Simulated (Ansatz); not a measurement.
**Zone-centre phonons of PtS2: input and output**

Method: Ansatz 0.2.0, DFT PBE, scalar-relativistic, plane waves, PAW.

Launched with:
```bash
ansatz run input.yaml --threads 1 --pin off --max-ram 3072MiB --backend cpu --events-out ev --progress --plain --runs-dir out
```

Input (bare energies are in eV):
```yaml
crystal:
  lattice:
    - [3.5765522245, 0.0, 0.0]
    - [-1.7882761123, 3.0973850844, 0.0]
    - [0.0, 0.0, 6.4838215858]
  atoms:
    - { symbol: Pt, position: [0.0, 0.0, 0.0] }
    - { symbol: S, position: [0.3333333333, 0.6666666667, 0.1893422728] }
    - { symbol: S, position: [0.6666666667, 0.3333333333, 0.8106577272] }
basis:
  ecutwfc: 420
kpoints:
  mp_grid: { grid: [12, 12, 4] }
hamiltonian:
  xc: pbe
scf:
  occupations: { method: fixed }
output:
  eigenvalues: true
phonons:
  method: dfpt
  dielectric: true
  rigid_motions: translations
  eigenvectors: true
```

The end of the output:
```
--- Phonons (Γ-DFPT): 4 representative perturbations + reference, on 164 of 576 k-points (Σ response iterations 12) ---
  k mesh reduced under 2 symmetry operations, with k and −k counted as one. Each operation leaves every solved perturbation unchanged. A smaller set is not considered because the run solves the response ...
  ASR residual: 1.117e-4 → 0.000e0 eV/Å²; symmetrization residual: 7.752e-6 eV/Å²
  ASR residual per site (eV/Å²): 1.12e-4 1.33e-5 1.33e-5
  Γ frequencies (cm⁻¹): 0.00 0.00 0.00 287.13 287.13 305.49 305.49 317.39 323.83
  ε∞ (high-frequency dielectric tensor):
       12.620644     0.000000     0.000000
        0.000000    12.620644     0.000000
        0.000000     0.000000     3.458518
  ε⁰ (static dielectric tensor: ions relaxed, cell fixed):
       13.672211     0.000000     0.000000
        0.000000    13.672211     0.000000
        0.000000     0.000000     3.458599
  ε⁰ − ε∞ (ionic part):
        1.051567     0.000000     0.000000
        0.000000     1.051567     0.000000
        0.000000     0.000000     0.000082
  softest optical mode at Γ: 287.13 cm⁻¹; the repairs (sum rule, projections) moved no ω² at Γ by more than (0.86 cm⁻¹)²
  Born effective charges Z* (e; rows j = field, columns β = displacement):
    site 0:
         2.62927    0.00000    0.00000
         0.00000    2.62927    0.00000
         0.00000    0.00000   -0.02406
    site 1:
        -1.31464   -0.00000   -0.00000
        -0.00000   -1.31464   -0.00000
        -0.00000   -0.00000    0.01203
    site 2:
        -1.31464   -0.00000   -0.00000
        -0.00000   -1.31464   -0.00000
        -0.00000   -0.00000    0.01203
  Z* charge neutrality: 1.679e-3 e pre-enforcement
  solved inside a basis spanned on kpoints, on 12×12×4 k-points, its susceptibility summed on 16×16×8: ε∞ is read to err by 4.0e-2, Z* by 1.9e-2 e (field_mesh: kpoints solves on kpoints); Z* is corrected for ...
  optical modes at Γ without the LO–TO term, one row a degenerate level:
      ω (cm⁻¹) modes IR ((D/Å)²/amu)
        287.13      2             0.0000
        305.49      2             6.6098
        317.39      1             0.0003
        323.83      1             0.0000
  optical modes at Γ + LO–TO along q̂ = [1.0000, 0.0000, 0.0000]:
      ω (cm⁻¹) modes IR ((D/Å)²/amu)
        287.13      2             0.0000
        305.49      1             3.3049
        317.39      1             0.0003
        317.96      1             3.3049
        323.83      1             0.0000
  optical modes at Γ + LO–TO along q̂ = [0.0000, 1.0000, 0.0000]:
      ω (cm⁻¹) modes IR ((D/Å)²/amu)
        287.13      2             0.0000
        305.49      1             3.3049
        317.39      1             0.0003
        317.96      1             3.3049
        323.83      1             0.0000
  optical modes at Γ + LO–TO along q̂ = [0.0000, 0.0000, 1.0000]:
      ω (cm⁻¹) modes IR ((D/Å)²/amu)
        287.13      2             0.0000
        305.49      2             6.6098
        317.40      1             0.0003
        323.83      1             0.0000
```

The run took 5.4 min on 1 thread of Arm Neoverse V1, on a shared host, peak memory 1.1 GiB.

The crystal is built of layers and no dispersion correction was added, so the binding between them is poorly described, and with it their spacing and whatever depends on it. Spin–orbit coupling is left out, which matters for heavy elements.